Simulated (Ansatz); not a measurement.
## Does relaxation matter for the field gradients of ZnS with Mg replacing Zn?

Start: a supercell of ZnS (space group P6_3mc) built from an entry of the Crystallography Open Database (COD) (the entry's cell lengths or inner coordinates differ somewhat from later room-temperature determinations), with all atoms left at the host's positions.

Space group P31m (No. 157); a = 6.6026, c = 18.6900 Å, γ = 120.00°.

| site | Wyckoff | site symmetry | x | y | z |
| --- | --- | --- | --- | --- | --- |
| Zn1 | 3c | ..m | 0.6667 | 0.0000 | 0.0000 |
| Zn4 | 3c | ..m | 0.6667 | 0.0000 | 0.5000 |
| Zn7 | 3c | ..m | 0.0000 | 0.3333 | 0.1667 |
| Zn10 | 1a | 3.m | 0.0000 | 0.0000 | 0.6667 |
| Zn11 | 2b | 3.. | 0.3333 | 0.6667 | 0.6667 |
| Mg | 1a | 3.m | 0.0000 | 0.0000 | 0.3333 |
| Zn14 | 2b | 3.. | 0.3333 | 0.6667 | 0.3333 |
| Zn16 | 3c | ..m | 0.0000 | 0.3333 | 0.8333 |
| S19 | 3c | ..m | 0.6667 | 0.0000 | 0.1250 |
| S22 | 3c | ..m | 0.6667 | 0.0000 | 0.6250 |
| S25 | 3c | ..m | 0.0000 | 0.3333 | 0.2917 |
| S28 | 1a | 3.m | 0.0000 | 0.0000 | 0.7917 |
| S29 | 2b | 3.. | 0.3333 | 0.6667 | 0.7917 |
| S31 | 1a | 3.m | 0.0000 | 0.0000 | 0.4583 |
| S32 | 2b | 3.. | 0.3333 | 0.6667 | 0.4583 |
| S34 | 3c | ..m | 0.0000 | 0.3333 | 0.9583 |

One atom of each set is listed.

Computed with Ansatz: DFT, PBE, plane waves and PAW, scalar-relativistic, 420 eV cutoff, Γ-centred 3×3×1 k-points, Fermi–Dirac smearing 0.01 eV.

The largest force at the start is 0.75 eV/Å. Relaxing the ions at fixed cell moves them by 0.077 Å at most (atom 31, S) and 0.029 Å rms.

```tsv
site	moved (Å)	first shell before	first shell after	V_zz before (10²¹ V/m²)	η before
Zn4	0.030	4 S at 2.33–2.34 Å	4 S at 2.33–2.34 Å	-0.12	0.30
Zn7	0.028	4 S at 2.33–2.34 Å	4 S at 2.33 Å	0.13	0.31
Mg	0.004	4 S at 2.33–2.34 Å	4 S at 2.40–2.41 Å	0.023	0.00
Zn14	0.001	4 S at 2.33–2.34 Å	4 S at 2.32–2.34 Å	0.11	0.00
S19	0.020	4 Zn at 2.33–2.34 Å	4 Zn at 2.33 Å	0.14	0.30
S22	0.024	4 Zn at 2.33–2.34 Å	4 Zn at 2.33 Å	0.17	0.28
S25	0.069	3 Zn at 2.33–2.34 Å, 1 Mg at 2.33 Å	3 Zn at 2.32–2.33 Å, 1 Mg at 2.40 Å	-4.65	0.05
S29	0.009	4 Zn at 2.33–2.34 Å	4 Zn at 2.33 Å	0.030	0.00
S31	0.077	3 Zn at 2.33 Å, 1 Mg at 2.34 Å	3 Zn at 2.33 Å, 1 Mg at 2.41 Å	-4.64	0.00
S32	0.002	4 Zn at 2.33–2.34 Å	4 Zn at 2.34 Å	0.033	0.00
```

(1) How do the gradients change?

## Answers

(1) 

| site | V_zz after | η after | change of V_zz |
| --- | --- | --- | --- |
| Zn4 | -0.32 | 0.52 | -0.20 |
| Zn7 | -0.35 | 0.15 | – |
| Mg | <0.005 | – | -0.02 |
| Zn14 | 0.32 | 0.00 | +0.21 |
| S19 | -0.22 | 0.22 | – |
| S22 | 0.20 | 0.85 | +0.03 |
| S25 | -4.32 | 0.20 | +0.33 |
| S29 | -0.16 | 0.00 | -0.19 |
| S31 | -4.24 | 0.00 | +0.40 |
| S32 | 0.26 | 0.00 | +0.23 |

The largest change of V_zz along a kept axis is on S31, from -4.64 to -4.24. In per cent, |V_zz| changes by -9 to -7 on S (all sites that start above 0.5). Where |V_zz| stays above 0.1 and the axes keep their order, η moves most on S22, from 0.28 to 0.85. V_zz changes sign on S29 (same axis), S34 (axis turned by 22°), S28 (same axis) (not all in the table). On S19, Zn7, Zn16 (not all in the table) the largest principal value lies along another axis in the second run, so the two V_zz can't be compared directly. The table leaves out 6 of the 16 sites, with |V_zz| up to 0.12; their tensors move by 0.13 at most along any direction. The statements above cover all sites. The host's own positions weren't relaxed first, so part of the change far from the defect can be the host's relaxation.

The defect repeats with the cell of 36 atoms, so it feels its images: sites between two images don't show the values beside a lone defect, and zeros or small values of η there can come from the images' arrangement. S and Zn carry a gradient in the pure host already, so the values there aren't the defect's effect alone.
Before: The neighbours have not yet relaxed around the defect (largest force 0.75 eV/Å), so a real crystal will differ.
After: The relaxation keeps the site symmetry 3m of the start, so the impurity can move only along its axis; a start off the site could end lower.
